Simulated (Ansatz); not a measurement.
Starting cell, Te (trigonal-Te type, space group P3_121):

```
Te
1.0
    4.62412     0.00000     0.00000
   -2.31206     4.00460     0.00000
    0.00000     0.00000     5.90339
Te
3
Direct
  0.25335   0.00000   0.33333
  0.00000   0.25335   0.66667
  0.74665   0.74665   0.00000
```

In this cell atom 1 (Te, nearest neighbour Te at 2.827 Å; its periodic images, 4.6 Å or more away, move with it) is moved by s along Cartesian [111], unit vector (0.577, 0.577, 0.577); all other atoms and the cell stay fixed.

The numbers are results of r2SCAN (plane waves to 500 eV, PAW, scalar-relativistic; Ansatz, a program for electronic structure), not measurements. k mesh 7×7×5 (Γ-centred), Fermi-Dirac smearing 0.05 eV. As the smearing reaches across the gap at some points, energies and forces of such displacements shift with the k mesh and the smearing. F∥ is the force on the atom along that direction. Spin-orbit coupling is left out, though Te is heavy. Te was relaxed with its symmetry unable to fall. 

| s (Å) | F∥ (eV/Å) |
|---|---|
| -0.570 | 8.946 |
| -0.456 | 5.591 |
| -0.342 | 3.301 |
| -0.228 | 1.745 |
| -0.114 | 0.696 |
| 0.000 | -0.001 |
| 0.114 | -0.444 |
| 0.228 | -0.697 |
| 0.342 | -0.786 |
| 0.456 | -0.826 |
| 0.570 | -0.878 |

Problem. What is the force constant k = d²E/ds² of this move at s = 0?

Solution. 4.88 eV/Å². The forces along the line at the two nearest points give (0.696 − (-0.444)) / (2·0.114) = 5.00 eV/Å²; the next pair corrects for the finite step.

(A displaced cell: forces are minus the slopes of the energy, force constants its curvatures, and phonons follow from these.)
